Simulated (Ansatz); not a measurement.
7 guesses for MoH2 and where they end

Level of theory: DFT PBE, scalar-relativistic, plane waves, PAW (Ansatz). All cells share a 420 eV cutoff and Γ-centred k meshes spaced at most about 0.3 Å⁻¹ (about 0.25 or finer for metals, 2π included). No spin polarisation in the final relaxations.

Each guess was relaxed in cell and atoms at zero pressure, within the symmetry of its start. These are static total energies at zero pressure. Coordination counts H atoms around Mo (those within 1.25 times the shortest such distance or 1.15 times the sum of covalent radii; a plus sign parts nearer from farther groups).

| guess | made from | start group | V start (Å³/atom) | end group | V end (Å³/atom) | coordination at the end | gap on mesh (eV) | E over the lowest end (meV/atom) |
| --- | --- | --- | --- | --- | --- | --- | --- | --- |
| 1 | ScB2 type | P6/mmm | 10.0 | P6/mmm (AlB2) | 6.9 | Mo 12 | 0 | 553 |
| 2 | VH2 type | Fm-3m | 9.0 | Fm-3m (fluorite) | 7.1 | Mo 8 | 0 | 0 |
| 3 | TbFe2 type | Fd-3m | 11.3 | ? | ? | ? | ? | ? |
| 4 | Cu2Se type | F-43m | 10.3 | F-43m | 6.8 | Mo 4+6 | 0 | 169 |
| 5 | CsO2 type | I4/mmm | 11.0 | I4/mmm | 6.9 | Mo 2+8 | 0 | 293 |
| 6 | random cell | P6_3/mmc | 10.8 | P6_3/mmc | 12.2 | Mo 6 | 0 | 312 |
| 7 | FeSi2 type | P4/mmm | 9.9 | P4/mmm | 8.5 | Mo 8 | 0 | 585 |

Guess 3 as it starts:

```cif
data_structure
_symmetry_space_group_name_H-M 'P 1'
_symmetry_Int_Tables_number 1
_cell_length_a 4.5741
_cell_length_b 4.5741
_cell_length_c 4.5741
_cell_angle_alpha 60.000
_cell_angle_beta 60.000
_cell_angle_gamma 60.000
_cell_volume 67.67
loop_
_atom_site_label
_atom_site_type_symbol
_atom_site_fract_x
_atom_site_fract_y
_atom_site_fract_z
_atom_site_occupancy
H1 H 0.62500 0.12500 0.12500 1
H2 H 0.12500 0.12500 0.62500 1
H3 H 0.12500 0.62500 0.12500 1
H4 H 0.12500 0.12500 0.12500 1
Mo1 Mo 0.50000 0.50000 0.50000 1
Mo2 Mo 0.75000 0.75000 0.75000 1
```

**Question.** Fill in the missing row: what does this guess relax into, and where does it rank?

**Answer.** It ends in the cubic Laves (C15) type, space group Fd-3m (No. 227), with a = 5.766 Å, 8.0 Å³/atom and no gap. It lies 0.70 eV/atom over the lowest end, above guess 7 and so the highest of the set. Counting H atoms around Mo, this end has Mo 12 and the lowest (guess 2) has Mo 8.

Space group Fd-3m:1 (No. 227). a = 5.766 Å, b = 5.766 Å, c = 5.766 Å, α = 90.00°, β = 90.00°, γ = 90.00°
```json
{"atom": "H", "site": "16d", "symmetry": ".-3m", "x": "0.1250", "y": "0.8750", "z": "0.3750"}
{"atom": "Mo", "site": "8a", "symmetry": "-43m", "x": "0.5000", "y": "0.0000", "z": "0.5000"}
```

The zero of energy is the elements' standard structures at the same level (H₂ as a molecule); no fitted shifts are applied.

**Question.** Is the lowest end bound against the elements?

**Answer.** No: its formation energy is +0.07 eV/atom. A positive value: parting into the elements would lower its energy.

Weakly bound directions are ill-defined at this level, which has no dispersion term (P6_3/mmc), and this can change margins and order among such cells. With hydrogen, zero-point motion can shift formation energies by some tens of meV/atom. With atoms moved at random, Fm-3m came back. Other cells relaxed within their symmetry can be saddle points. A lower structure may well exist outside this small set. Some types were kept out of the candidates beforehand, so the set may lack a known form.
